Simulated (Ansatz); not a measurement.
Consider the following.

Rb:
```
Rb
1.0
   -2.87371     2.87371     2.87371
    2.87371    -2.87371     2.87371
    2.87371     2.87371    -2.87371
Rb
1
Direct
  0.00000   0.00000   0.00000
```

This is the r²SCAN-relaxed structure.

Q: All from the program Ansatz at the r²SCAN level (PAW), unless another level is named. Estimate the density of states at the Fermi level.

A: 0.86 states/eV per atom (mean over ±0.08 eV).

Q: What about the gap with spin–orbit coupling?

A: none (metallic).

Space group Im-3m (bcc (W type)). Symmetry was held in the r²SCAN relaxation; phonons on a q-mesh show no instability. Spin–orbit coupling is left out wherever it is not named.

Potentials: the later of the program's two PAW sets.
